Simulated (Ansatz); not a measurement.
ZrAl₃ (Cu3Au type, space group No. 221) under volume change, LDA in the plane-wave PAW code Ansatz, scaled uniformly.

```tsv
V (Å³/atom)	E − E(relaxed) (meV/atom)	P (GPa)
14.980	[?]	[?]
15.474	[?]	[?]
15.968	5.5	3.68
16.462	0.0	0.00
16.956	5.0	-3.17
17.450	19.1	-5.88
17.944	40.9	-8.20
```

### Question
Complete the blanks.

### Answer

- 14.980, E − E(relaxed) (meV/atom): 55.4
- 14.980, P (GPa): 12.95
- 15.474, E − E(relaxed) (meV/atom): 23.3
- 15.474, P (GPa): 7.97

### Question
What does a third-order Birch–Murnaghan fit give for V₀, B₀ and B′?

### Answer
V₀ = 16.46 Å³/atom, B₀ = 113 GPa, B′ = 4.1.

Space group Pm-3m (Cu3Au type). The workflow started from a Materials Project entry (that database holds measured and hypothetical structures alike); the Crystallography Open Database copy checked does not list it. COD files the formula under space group No. 139, so this cell is another polymorph or a model. With Zr and Al taken as one species the cell has the higher symmetry Fm-3m, so it may be an ordered model of a mixed-site phase. Whether it is the stable phase at ambient conditions was not checked. Symmetry was held in the LDA relaxation; of distortions, only those at the zone centre were tested. No spin polarisation was allowed.

Potentials: the later of the program's two PAW sets.
